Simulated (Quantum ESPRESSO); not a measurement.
Simulation results for HfTaNbO6F2 (made-up cell, one site empty)

Calculation on a made-up crystal cell, not a measurement, with one named mistake planted (healthy values lack it): periodic Kohn-Sham density functional theory in plane waves with PseudoDojo standard norm-conserving scalar-relativistic pseudopotentials, each functional with its own files (v0.5 for PBE, v0.4.1 for LDA and PBEsol), no spin polarisation, no spin-orbit coupling, atoms not relaxed, stress positive in tension, energies less a fixed whole-eV offset for each atom's element; levels are Kohn-Sham levels at fractions of this cell's reciprocal vectors, counted from the reference band (half the neutral cell's valence electrons, rounded up) at Gamma; error bars cover cutoff and k-mesh only, not smearing or the files; each bar is the largest change over components, and at least 0.002 eV, 0.002 eV per angstrom or 0.02 GPa; a charged cell sits in a uniform background, with energy and stress on this program's zero of potential; no dispersion term; energies are for the whole cell, and the offsets were chosen from early runs and are not element reference energies; a distance is the largest change of any value in units of its error bar (the energy's for the smearing term), a scale change is of lengths, and a coarse mesh keeps the half-step shift; machines and their load varied, so run times do not measure scaling. Program: Quantum ESPRESSO 7.5.

```cif
# cell vector a (Å): 5.1454 -0.0178 0.0109
# cell vector b (Å): -0.0178 5.0473 -0.0070
# cell vector c (Å): 0.0109 -0.0070 5.1898
data_HfTaNbO6F2
_symmetry_space_group_name_H-M 'P 1'
_symmetry_Int_Tables_number 1
_cell_length_a 5.1454
_cell_length_b 5.0473
_cell_length_c 5.1898
_cell_angle_alpha 90.157
_cell_angle_beta 89.758
_cell_angle_gamma 90.400
_cell_volume 134.78
loop_
_atom_site_label
_atom_site_type_symbol
_atom_site_fract_x
_atom_site_fract_y
_atom_site_fract_z
_atom_site_occupancy
Hf1 Hf 0.97604 0.96505 0.00364 1
Nb1 Nb 0.51812 0.02398 0.50480 1
Ta1 Ta 0.49685 0.49818 0.98820 1
F1 F 0.23417 0.23896 0.23408 1
O1 O 0.23439 0.24145 0.74057 1
O2 O 0.25171 0.74641 0.22434 1
O3 O 0.23352 0.73932 0.76179 1
O4 O 0.75898 0.24695 0.23318 1
O5 O 0.72114 0.22507 0.73901 1
O6 O 0.75149 0.73825 0.26906 1
F2 F 0.75602 0.74753 0.73338 1
_calc_lattice_type 'fluorite'
_calc_empty_site 2
_calc_intended_functional 'pbe'
_calc_intended_cutoff 1143  # eV
_calc_intended_fermi_dirac_smearing 0.025  # eV
_calc_intended_scf_tolerance 1e-07  # eV
_calc_intended_electrons_removed 0
_calc_healthy_free_energy_less_offsets 11.794  # eV
_calc_healthy_scf_iterations 19
_calc_healthy_smearing_term_minus_ts 0  # eV
_calc_healthy_pressure -17.36  # GPa
_calc_healthy_stress_xx 20.23  # GPa
_calc_healthy_stress_yy 12.18  # GPa
_calc_healthy_stress_zz 19.68  # GPa
_calc_healthy_stress_yz 3.95  # GPa
_calc_healthy_stress_xz -5.35  # GPa
_calc_healthy_stress_xy -4.97  # GPa
_calc_healthy_reference_band 44
_calc_fault_kind 'wrong charge'
_calc_fault_electrons_removed -1
_calc_faulty_run_command 'mpirun -np 4 pw.x -nk 4 -in in'
_calc_faulty_run_processor 'Intel Xeon, 2023 or later, virtual cores'
_calc_intended_k_mesh '4 x 4 x 4, shifted by half a step'
_calc_structure_shown 'as intended, without the mistake'
_calc_faulty_free_energy_less_offsets 22.41  # eV
_calc_faulty_scf_iterations 20
_calc_faulty_smearing_term_minus_ts -0.02352  # eV
_calc_faulty_pressure 3.24  # GPa
_calc_faulty_stress_xx -0.1596  # GPa
_calc_faulty_stress_yy -8.253  # GPa
_calc_faulty_stress_zz -1.309  # GPa
_calc_faulty_stress_yz 2.988  # GPa
_calc_faulty_stress_xz -5.591  # GPa
_calc_faulty_stress_xy -5.043  # GPa
_calc_faulty_reference_band 44
_calc_other_mistakes_compared 7
_calc_distance_from_healthy 5308  # error bars
_calc_distance_from_nearest_other_mistake 1385  # error bars
_calc_healthy_error_bar_energy 0.002  # eV
_calc_healthy_error_bar_stress 0.05742  # GPa
_calc_healthy_error_bar_force 0.009017  # eV/angstrom
_calc_healthy_error_bar_next_band_up 0.002229  # eV
_calc_faulty_wall_time_of_scf_and_band_steps_on_a_shared_machine 169.9  # s
```

Atoms:
| atoms element | atom site | atom energy offset (eV) |
| --- | --- | --- |
| Hf | 1 | -1535 |
| Nb | 3 | -1693 |
| Ta | 4 | -1770 |
| F | 5 | -677 |
| O | 6 | -452 |
| O | 7 | -452 |
| O | 8 | -452 |
| O | 9 | -452 |
| O | 10 | -452 |
| O | 11 | -452 |
| F | 12 | -677 |

Healthy forces:
| site | x (eV/Å) | y (eV/Å) | z (eV/Å) |
| --- | --- | --- | --- |
| 1 | 2.559 | 0.073 | 1.249 |
| 3 | -1.101 | 0.517 | -0.893 |
| 4 | -3.834 | 1.152 | 0.953 |
| 5 | 1.656 | 0.236 | -0.039 |
| 6 | 2.244 | -0.572 | 0.625 |
| 7 | 1.961 | -0.262 | -0.635 |
| 8 | 3.323 | -0.18 | 0.029 |
| 9 | -3.188 | -0.667 | -0.528 |
| 10 | -0.617 | -0.027 | 0.415 |
| 11 | -1.794 | 0.825 | -2.021 |
| 12 | -1.209 | -1.096 | 0.846 |

Healthy levels:
| level k point | next band up (eV) |
| --- | --- |
| Gamma | 0.644 |
| (1/2,1/2,1/2) | 0.752 |
| (0.15,0,0) | 0.701 |
| (0,0.15,0) | 0.689 |
| (0,0,0.15) | 0.723 |

Faulty forces:
| site | x (eV/Å) | y (eV/Å) | z (eV/Å) |
| --- | --- | --- | --- |
| 1 | 2.454 | 0.05479 | 1.176 |
| 3 | -1.876 | 0.1602 | -1.276 |
| 4 | -3.429 | 0.6521 | 0.5495 |
| 5 | 1.458 | 0.1526 | -0.1343 |
| 6 | 1.974 | -0.5663 | 1.059 |
| 7 | 1.748 | 0.05324 | -0.4927 |
| 8 | 2.9 | 0.1541 | 0.03781 |
| 9 | -2.592 | -0.8707 | -0.9021 |
| 10 | -0.03806 | 0.1966 | 1.258 |
| 11 | -1.561 | 0.9788 | -2.153 |
| 12 | -1.037 | -0.9654 | 0.8784 |

Faulty levels:
| level k point | next band up (eV) |
| --- | --- |
| Gamma | 0.9077 |
| (1/2,1/2,1/2) | 1.161 |
| (0.15,0,0) | 0.9811 |
| (0,0.15,0) | 0.9621 |
| (0,0,0.15) | 0.9992 |

Notes: the hafnium pseudopotential is less sure than the others, with forces about 3 percent (worst 6) and pressure in oxides about 1.5 GPa (worst 2.7) from a second method in checks, which the error bars do not cover.
